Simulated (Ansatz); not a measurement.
Al$_{3}$GaN$_{4}$ in space group P3m1 (No. 156; Pearson symbol hP8), PBE in the plane-wave PAW code Ansatz. The conduction-band minimum lies at Γ, with 1 equivalent valley. Second derivatives d²E/dk² of the lowest band at one valley (eV·Å²), along Cartesian directions:

```json
[
 {"direction": "[100]", "d²E/dk²": "29.05"},
 {"direction": "[010]", "d²E/dk²": "29.05"},
 {"direction": "[001]", "d²E/dk²": "28.84"},
 {"direction": "[110]", "d²E/dk²": "29.05"},
 {"direction": "[101]", "d²E/dk²": "28.95"},
 {"direction": "[011]", "d²E/dk²": "28.95"}
]
```

Task: Find the principal effective masses, the density-of-states mass and the conductivity mass.

Result: Off-diagonal terms follow from H_xy = H[110] − (H_xx + H_yy)/2, and m*/mₑ = 7.620 eV·Å² over each eigenvalue: 0.26, 0.26, 0.26. One valley's DOS mass (m₁m₂m₃)^(1/3) = 0.26, conductivity mass 3/(Σ 1/mᵢ) = 0.26 mₑ.

Task: What effective density of states Nc follows at 300 K for parabolic valleys?

Result: Nc = 2.509e19 × 1 × (0.26)^(3/2) ≈ 3.3e18 cm⁻³.

The start of the workflow was typed in or built on a structure type; neither database checked (COD, Materials Project) lists it. Its standing as an ambient phase is unchecked. The PBE relaxation kept the symmetry of its start; its stability against distortions is not shown here. Spin–orbit coupling is left out wherever it is not named.

Potentials: the earlier of the program's two PAW sets.

Edges and masses are those of Kohn–Sham bands, whose gap is no quasiparticle gap.
